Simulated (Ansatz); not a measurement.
Relaxed AlCo (CsCl type):

```xyz
2
Lattice="2.8239 0.0000 0.0000 0.0000 2.8239 0.0000 0.0000 0.0000 2.8239" Properties=species:S:1:pos:R:3 pbc="T T T"
Al     0.0000     0.0000     0.0000
Co     1.4119     1.4119     1.4119
```

In each cell atom 2 (Co, nearest neighbour Al at 2.446 Å; its periodic images, 2.8 Å or more away, move with it) moves by s·(0.577, 0.577, 0.577) (along Cartesian [111]), the rest being held.

Calculation: r2SCAN (plane waves to 500 eV, PAW, scalar-relativistic; Ansatz, a quantum-chemistry and plane-wave program). k mesh 13×13×13 (Γ-centred), Fermi-Dirac smearing 0.05 eV. Energies are smeared free energies. With partly filled bands, energies and forces of such displacements shift with the k mesh and the smearing. AlCo was relaxed with its symmetry unable to fall. Relaxed AlCo ends ferromagnetic. Other magnetic orders were not checked, so this need not be the ground state. The zero of ΔE is the undisplaced structure. The last digit holds for this mesh only.

```tsv
s (Å)	ΔE (meV/cell)
-0.490	1238.5
-0.392	731.3
-0.294	386.1
-0.196	163.9
-0.098	39.9
0.000	0.0
0.098	39.9
0.196	163.9
0.294	386.1
0.392	731.3
0.490	1238.5
```

### Question
What force constant k = d²E/ds² at s = 0 does the table give?

### Answer
8.2 eV/Å². It is the second difference of the nearest points, corrected with the next pair.

### Question
With k = 8.22 eV/Å² from the forces, is the well harmonic out to s = 0.490 Å?

### Answer
½ks² = 987 meV/cell against the computed 1238 meV/cell, so the well is stiffer than harmonic there.

(A displaced cell: forces are minus the slopes of the energy, force constants its curvatures, and phonons follow from these.)
